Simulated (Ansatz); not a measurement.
Total density of states per atom from DFT-r²SCAN in the program Ansatz with PAW potentials, in 0.25 eV bins, energy from the Fermi level:

(E (eV), states/eV/atom): (-7.85, 0.21); (-7.60, 0.24); (-7.35, 0.30); (-7.10, 0.27); (-6.85, 0.15); (-6.60, 0.32); (-6.35, 0.56); (-6.10, 0.31); (-5.85, 0.15); (-5.60, 0.09); (-5.35, 0.06); (-5.10, 0.03); (-4.85, 0.01); (-4.60, 0.00); (-4.35, 0.06); (-4.10, 0.31); (-3.85, 0.40); (-3.60, 0.48); (-3.35, 0.50); (-3.10, 0.37); (-2.85, 0.18); (-2.60, 0.24); (-2.35, 0.35); (-2.10, 0.30); (-1.85, 0.29); (-1.60, 0.33); (-1.35, 0.35); (-1.10, 0.25); (-0.85, 0.18); (-0.60, 0.13); (-0.35, 0.05); (-0.10, 0.03); (0.15, 0.05); (0.40, 0.08); (0.65, 0.13); (0.90, 0.22); (1.15, 0.21); (1.40, 0.26); (1.65, 0.31); (1.90, 0.41); (2.15, 0.61); (2.40, 0.46); (2.65, 0.58); (2.90, 0.69); (3.15, 0.62); (3.40, 0.48); (3.65, 0.52); (3.90, 0.52); (4.15, 0.54); (4.40, 0.58); (4.65, 0.72); (4.90, 0.96)

### Question
Which compound is it?
A. BaSr4, R-3m (Ba on 3a, Sr on 6c, Sr on 6c)
B. Al2O3, Pbcn (Al on 8d, O on 8d, O on 4c)
C. SrAl2H2, P-3m1 (H on 2d, Al on 2d, Sr on 1a)
D. SrTe, rock salt

### Answer
C, SrAl2H2, P-3m1 (H on 2d, Al on 2d, Sr on 1a). Within 0.5 eV of the Fermi level: Al 3p 73 %, H 1s 6 %, outside the projected shells 17 %. Projections are on Löwdin-orthogonalised atomic valence shells; empty p or d shells of many metals are not among them.

The workflow started from an entry of the Crystallography Open Database (COD). Its standing as an ambient phase is unchecked. The r²SCAN relaxation kept the symmetry of its start; its stability against distortions is not shown here. Scalar-relativistic: spin–orbit coupling is off unless named, which matters more the heavier the elements.

Potentials: the later of the program's two PAW sets.
